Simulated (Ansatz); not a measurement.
NiSi (MnP type, space group Pnma)

```
NiSi
1.0
    5.18983     0.00000     0.00000
    0.00000     3.35027     0.00000
    0.00000     0.00000     5.62355
Ni Si
4 4
Cartesian
  2.63597   0.83757   3.87038
  0.04106   0.83757   4.56495
  2.55386   2.51270   1.75317
  5.14878   2.51270   1.05860
  3.52518   0.83757   0.46547
  0.93026   0.83757   2.34630
  1.66465   2.51270   5.15808
  4.25957   2.51270   3.27725
```

The volume is varied about the relaxed value V₀ at fixed cell shape. The atoms relax within the cell's symmetry.

Calculation: PBE (plane waves to 420 eV, PAW, scalar-relativistic; Ansatz, a program for electronic structure). k mesh 9×14×8 (Γ-centred), Fermi-Dirac smearing 0.05 eV. Energies are smeared free energies. Stress and pressure are positive under compression. With the shape held, the modulus is that of even scaling; a crystal free to change shape is softer. NiSi is run without spin polarisation. NiSi was relaxed with its symmetry unable to fall. The PAW data are Ansatz's earlier set. ΔE is measured from the relaxed starting cell.

```json
[
 {"V/V₀": "0.900", "ΔE (meV/atom)": "78", "P (GPa)": "22.6"},
 {"V/V₀": "0.920", "ΔE (meV/atom)": "48", "P (GPa)": "17.0"},
 {"V/V₀": "0.940", "ΔE (meV/atom)": "26", "P (GPa)": "12.0"},
 {"V/V₀": "0.960", "ΔE (meV/atom)": "11", "P (GPa)": "7.5"},
 {"V/V₀": "0.980", "ΔE (meV/atom)": "3", "P (GPa)": "3.6"},
 {"V/V₀": "1.000", "ΔE (meV/atom)": "0", "P (GPa)": "0.0"},
 {"V/V₀": "1.020", "ΔE (meV/atom)": "2", "P (GPa)": "-3.2"},
 {"V/V₀": "1.040", "ΔE (meV/atom)": "9", "P (GPa)": "-6.0"},
 {"V/V₀": "1.060", "ΔE (meV/atom)": "21", "P (GPa)": "-8.5"},
 {"V/V₀": "1.080", "ΔE (meV/atom)": "35", "P (GPa)": "-10.7"},
 {"V/V₀": "1.100", "ΔE (meV/atom)": "53", "P (GPa)": "-12.7"}
]
```

Summary:

```yaml
pressure_at_the_smallest_volume: 22.6 GPa
energy_cost_of_the_largest_compression: 78 meV/atom
energy_cost_of_the_largest_expansion: 53 meV/atom
Bulk modulus at fixed cell shape B₀ (third-order Birch-Murnaghan fit): 167 GPa
Pressure derivative B₀′ (fit): 4.7
equilibrium_volume_of_the_fit: 12.22 Å³/atom
Pressure for 5 % compression (fit): 9.7 GPa
```

(A scan under strain: stresses follow from slopes of the energy per volume, elastic moduli from its curvatures.)
